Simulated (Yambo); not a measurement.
G0W0@PBEsol for MgS (rock salt, space group Fm-3m, No. 225) in Yambo. Reference settings: 6×6×6 Γ-centred k mesh, bands 5 to 80 and a 10 Ry block in the screening, 80 bands in G with the Bruneval-Gonze terminator, plasmon pole fitted at 27.2 eV. The PBEsol gap Γ → X on this mesh is 2.73 eV; G0W0 gaps are taken between the same points.

The settings were changed. The gap went from 4.54 eV to 4.50 eV, and the shift of the valence edge from -1.15 eV to -1.05 eV.

Task: Name the change that produced these shifts.
(A) no terminator
(B) 4 Ry block
(C) 49 bands in G, no terminator
(D) 27 bands in G, no terminator

Result: A, no terminator. The others gave (gap, valence shift): 4 Ry block: 4.34, -0.91 eV; 49 bands in G, no terminator: 4.44, -0.92 eV; 27 bands in G, no terminator: 4.35, -0.63 eV.

Geometry relaxed with PBEsol; primitive cell a = 3.665 Å, b = 3.665 Å, c = 3.665 Å, α = 60.00°, β = 60.00°, γ = 60.00°.

A shift is the quasiparticle energy of the state minus its PBEsol energy.
